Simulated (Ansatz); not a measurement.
A relaxed cell of CaCdC4N4 is given with its symmetry left out. The cell was found from a structure generator's guess, not taken from experiment.

Level of theory: DFT PBE, scalar-relativistic, plane waves, PAW in Ansatz. Cutoff 420 eV, Γ-centred mesh, Gaussian smearing, no spin polarisation.

```
CELL_PARAMETERS angstrom
6.76314 0.00000 0.00000
0.00000 6.76314 0.00000
0.00000 0.00000 6.76314
ATOMIC_POSITIONS crystal
Ca 0.00000 0.00000 0.00000
Cd 0.50000 0.50000 0.50000
C 0.21362 0.21362 0.21362
C 0.21362 0.78638 0.78638
C 0.78638 0.21362 0.78638
C 0.78638 0.78638 0.21362
N 0.31325 0.31325 0.31325
N 0.31325 0.68675 0.68675
N 0.68675 0.31325 0.68675
N 0.68675 0.68675 0.31325
```

The zero of energy is the elements' standard structures at the same level (N₂ as a molecule); no fitted shifts are applied.

Problem. Find its symmetry and describe it.

Solution. P-43m (No. 215). Conventional cell: a = 6.763 Å. Ca has 4 C at 2.50 Å; Cd is surrounded by 4 N at 2.19 Å; C is surrounded by 1 N at 1.17 Å and 1 Ca at 2.50 Å; around N lie 1 C at 1.17 Å and 1 Cd at 2.19 Å.

Problem. How far does it lie from the elements in energy?

Solution. +0.143 eV/atom. A positive value: parting into the elements would lower its energy.

Problem. Is it a metal?

Solution. No, the gap on the 4×4×4 mesh is 5.85 eV.

Problem. From what recipe could a structure generator have reached it?

Solution. One such recipe: two interpenetrating cyanide-bridged diamond nets (P-43m, No. 215). Other recipes can lead to the same cell.

The last run used a 4×4×4 mesh for its 10-atom cell and Gaussian smearing of 0.02 eV. Kohn–Sham gaps at this level usually fall short of measured ones. The reference form of C is held partly by dispersion forces, which this level lacks. A structure relaxed within its symmetry needn't be a true minimum.
